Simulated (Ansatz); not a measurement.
A geometry of SnO2 away from equilibrium: the start of the relaxation of a generated cell, SnO2 placed in the 3R-MoS2 structure type. These are r2SCAN (plane waves to 500 eV, PAW, scalar-relativistic; Ansatz, a program for electronic structure) values and carry that method's errors. Γ-centred k-mesh 10×10×10 on the run's cell (coarser than for final values), Fermi–Dirac smearing 0.05 eV.

```xyz
3
Lattice="1.3382 0.7726 5.1813 -1.3382 0.7726 5.1813 0.0000 -1.5452 5.1813" Properties=species:S:1:pos:R:3:forces:R:3 pbc="T T T" free_energy=-7171.328 pressure_GPa=60.0
Sn     0.0000     0.0000     0.0000    0.0000    0.0000    0.0171
O      0.0000     0.0000     3.8502    0.0000    0.0000    1.0863
O      0.0000     0.0000     6.5129    0.0000    0.0000   -1.1033
```

Positions in Å, forces in eV/Å, free energy of the cell in eV (comparable only within this code, potentials and settings). Largest force: 1.10 eV/Å, on O3 (atoms numbered as listed); the geometry lies 0.87 eV/atom above the end of its relaxation.

No spin polarisation in the result. Without a van der Waals term the distances between weakly bound units are poorly fixed.

The run could not lower the symmetry of its start; a shaken copy of this end point relaxes with r2SCAN to R-3m (No. 166), 0.573 eV/atom lower.

The first start was generated by placing the elements on the sites of a structure type. Materials Project lists a structure of SnO2 in the same space group, R3m (No. 160); the sites were not compared with it, nor with measured phases. Known forms of SnO2 include space group No. 136.
